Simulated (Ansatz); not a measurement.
Computed properties of Ta

```yaml
crystal:
  lattice:
    - [-1.65128, 1.65128, 1.65128]
    - [1.65128, -1.65128, 1.65128]
    - [1.65128, 1.65128, -1.65128]
  atoms:
    - { symbol: Ta, position: [0.00000, 0.00000, 0.00000] }
```

The cell comes from COD entry 1541266, which wasn't checked; take it as a given geometry.

No spin–orbit coupling, which matters for the heavy atoms here.

These are results of Ansatz 0.2.0, DFT, PBEsol, all-electron LAPW, scalar-relativistic, not measurements.

Settings: a Γ-centred 17×17×17 k mesh, Fermi–Dirac smearing of 0.08 eV, basis error target 0.5 meV/atom, no spin polarisation.

```yaml
Pressure_at_this_cell: -3.87 GPa
Band_gap: "none: with an odd electron count and no spin polarisation the bands can't all be full, a metal in this set-up (spin order or a larger cell could open a gap)"
Density_of_states_at_the_Fermi_level_0.2_eV_bin: 1.36 states/eV per cell
Volume_per_atom: 18.01 Å³
```
